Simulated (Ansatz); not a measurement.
Two Ansatz runs on AgB2

The geometry is COD entry 1509214, unchecked; take it as a test cell.

First run: DFT, PBE, all-electron LAPW, scalar-relativistic (Ansatz 0.2.0).

Command: `ansatz run input.yaml --threads 1 --pin off --max-ram 3072MiB --backend cpu --events-out ev --progress --plain --runs-dir out` The run took 25 s on 1 thread of Intel(R) Xeon(R) 6975P-C (Granite Rapids) (shared host), peak memory 0.66 GiB.

```yaml
crystal:
  lattice:
    - [3.0000016405, 0.0, 0.0]
    - [-1.5000008203, 2.5980776321, 0.0]
    - [0.0, 0.0, 3.24]
  atoms:
    - { symbol: Ag, position: [0.0, 0.0, 0.0] }
    - { symbol: B, position: [0.3333333333, 0.6666666667, 0.5] }
    - { symbol: B, position: [0.6666666667, 0.3333333333, 0.5] }
kpoints:
  mp_grid: { grid: [16, 16, 13] }
  band_path:
    path:
      - [0.0, 0.0, 0.0]
      - [0.5, 0.0, 0.0]
      - [0.3333333333, 0.3333333333, 0.0]
      - [0.0, 0.0, 0.0]
      - [0.0, 0.0, 0.5]
      - [0.5, 0.0, 0.5]
      - [0.3333333333, 0.3333333333, 0.5]
      - [0.0, 0.0, 0.5]
      - [0.5, 0.0, 0.5]
    npoints: 14
scf:
  occupations: { method: fermi_dirac, width: 0.05 }
hamiltonian:
  xc: pbe
  pseudopotentials: { kind: all_electron, lapw: { basis_error: 0.001 } }
output:
  forces: true
  stress: true
  eigenvalues: true
  populations: true
  dos: { projected: true, de: 0.2, e_range: [-14, 8] }
```

Result: converged; pressure 54.1 GPa; 8 SCF iterations.

A second input differs as follows:

```diff
@@ -24,4 +24,6 @@
 scf:
   occupations: { method: fermi_dirac, width: 0.05 }
+  mixing: { algorithm: anderson, beta: 0.005, ndim: 1 }
+  max_iter: 60
 hamiltonian:
   xc: pbe
@@ -32,4 +34,3 @@
   eigenvalues: true
   populations: true
-  dos: { projected: true, de: 0.2, e_range: [-14, 8] }
```

Question: Does the change harm the result?

Answer: Not here: the run converged; energy at zero smearing 0.0 meV/atom from the first run; pressure 54.1 GPa; 37 SCF iterations, so the odd setting did no harm in this case.
